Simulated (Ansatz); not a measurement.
LaMg2Si2:
```yaml
crystal:
  lattice:
    - [4.31882, 0.00000, 0.00000]
    - [0.00000, 4.31882, 0.00000]
    - [0.00000, 0.00000, 5.82282]
  atoms:
    - { symbol: La, position: [0.00000, 0.00000, 0.00000] }
    - { symbol: Mg, position: [0.00000, 0.50000, 0.50000] }
    - { symbol: Mg, position: [0.50000, 0.00000, 0.50000] }
    - { symbol: Si, position: [0.50000, 0.50000, 0.19870] }
    - { symbol: Si, position: [0.50000, 0.50000, 0.80130] }
```

Relaxed with r²SCAN. Special points in fractions of this cell's reciprocal vectors: Γ (0.000, 0.000, 0.000); X (0.000, 0.500, 0.000); M (0.500, 0.500, 0.000); Z (0.000, 0.000, 0.500); R (0.000, 0.500, 0.500); A (0.500, 0.500, 0.500).

### Question
List the band energies nearest the Fermi level at these points for r²SCAN in the plane-wave PAW code Ansatz.

### Answer
In eV from the Fermi level; about four levels below and three above (degenerate sets whole), none deeper than 8.9 eV; points with the same levels are listed once.

```csv
k,below,above
Γ,-0.91 -0.16 -0.14 -0.14,1.86 1.86 1.86
X,-4.64 -2.63 -1.63 -1.29,0.87 1.76 2.03
M,-3.73 -3.73 -2.37 -2.37 -2.12,1.35 1.35 2.34 2.34
Z,-1.00 -1.00 -0.67 -0.45,1.50 1.73 2.27
R,-4.09 -4.09 -2.29 -1.34 -0.35,0.43 0.98 1.17
A,-2.44 -2.44 -1.03 -0.78,1.30 1.56 2.13 2.13
```

Space group P4/mmm. The workflow started from a Materials Project entry (that database holds measured and hypothetical structures alike); the Crystallography Open Database copy checked does not list it. Its standing as an ambient phase is unchecked. The cell was relaxed with r²SCAN under the symmetry of its start; whether a distortion lowers the energy is not shown. Spin–orbit coupling is left out wherever it is not named.

Potentials: the earlier of the program's two PAW sets.
